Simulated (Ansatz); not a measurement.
All numbers below come from DFT PBE, scalar-relativistic, plane waves, PAW (Ansatz). All cells share a 420 eV cutoff and Γ-centred k meshes spaced at most about 0.3 Å⁻¹ (about 0.25 or finer for metals, 2π included). No spin polarisation in the final relaxations.

Each of these unrelaxed guesses is relaxed in cell and atoms within its symmetry. A guess keeps its type if space group and coordination stay and the shape of the cell changes little (axis ratios within about 15 %, angles within 6°); the volume may change.

1. SiBr5

```
Si Br
1.0
     0.00000    4.54156    4.54156
     4.54156    0.00000    4.54156
     4.54156    4.54156    0.00000
Si Br
1 5
Direct
  0.00000 0.00000 0.00000
  0.75000 0.75000 0.75000
  0.37500 0.37500 0.87500
  0.37500 0.87500 0.37500
  0.87500 0.37500 0.37500
  0.37500 0.37500 0.37500
```

2. Ge2N

```
Ge N
1.0
     4.29038    0.00000    0.00000
    -2.14519    3.71558    0.00000
     0.00000    0.00000    3.00063
Ge N
2 1
Direct
  0.33333 0.66667 0.42000
  0.66667 0.33333 0.58000
  0.00000 0.00000 0.00000
```

Problem. Which keep their type?

Solution. Guess 1 keeps its type.

| guess | kept | start group | end group | V start (Å³/atom) | V end | b/a and c/a, end over start | nearest neighbours start | nearest neighbours end |
| --- | --- | --- | --- | --- | --- | --- | --- | --- |
| 1 | yes | F-43m | F-43m | 31.2 | 27.3 | 1.00, 1.00 | Br 6/16, Si 16 | Br 6/16, Si 16 |
| 2 | no | P-3m1 | P-3m1 | 15.9 | 15.4 | 1.00, 2.86 | Ge 6, N 14 | Ge 3, N 6 |

Neighbours count within 15 % of an atom's shortest distance; end groups are read at 0.02 Å (0.05 Å in metals).

No dispersion correction is applied, so the spacing and binding between layers, chains or molecules are poorly described (Ge2N P-3m1). In SiBr5 F-43m, Ge2N P-3m1 an odd number of electrons in the primitive cell allows no gap without spin; a larger cell or a magnetic state could open one. Si stands nearly free of neighbours here, and without spin polarisation the energy of such atoms comes out too high. A magnetic state wasn't ruled out in cells without spin, among them SiBr5 F-43m. Cells relaxed within their symmetry can be saddle points.

In counts of neighbours, a slash parts the counts of unlike sites.
